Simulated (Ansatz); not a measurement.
NaBrF4:
```cif
data_Br4F16Na4
_chemical_formula_sum 'Na4 Br4 F16'
_space_group_name_H-M_alt 'I4/mcm'
_space_group_IT_number 140
_space_group_name_Hall '-I 4 2c'
_cell_length_a 5.81967
_cell_length_b 5.81967
_cell_length_c 10.46136
_cell_angle_alpha 90.000
_cell_angle_beta 90.000
_cell_angle_gamma 90.000
loop_
_atom_site_label
_atom_site_type_symbol
_atom_site_symmetry_multiplicity
_atom_site_Wyckoff_symbol
_atom_site_fract_x
_atom_site_fract_y
_atom_site_fract_z
_atom_site_occupancy
Na1 Na 4 a 0.00000 0.00000 0.25000 1
Br1 Br 4 d 0.00000 0.50000 0.00000 1
F1 F 16 l 0.33805 0.16195 0.12915 1
```
(The calculation used a cell of 12 atoms; values per cell refer to that cell.)

Relaxed at zero pressure with DFT-HSE06 in the program Ansatz with PAW potentials.

Question: The volume is lowered by 6 % and shape and atoms relax at that volume. What pressure results, and how do the axes share the change?

Answer: 2.0 GPa; a -2.2 %, b -2.2 %, c -1.7 %; the energy rises by 5 meV/atom.

Question: Give the new structure.

Answer: 
Space group I4/mcm (No. 140); a = b = 5.690 Å, c = 10.289 Å, α = β = γ = 90.00°

| atom | site | symmetry | x | y | z |
|---|---|---|---|---|---|
| Na | 4a | 422 | 0.0000 | 0.0000 | 0.2500 |
| Br | 4d | m.mm | 0.0000 | 0.5000 | 0.0000 |
| F | 16l | ..m | 0.3351 | 0.1649 | 0.1312 |

The phase is kept; no other phase was compared at this pressure.

The workflow started from a Materials Project entry (that database holds measured and hypothetical structures alike); the Crystallography Open Database copy checked does not list it. Whether it is the stable phase at ambient conditions was not checked. The cell was relaxed with HSE06 under the symmetry of its start; its stability against distortions is not shown here.

Potentials: the later of the program's two PAW sets.
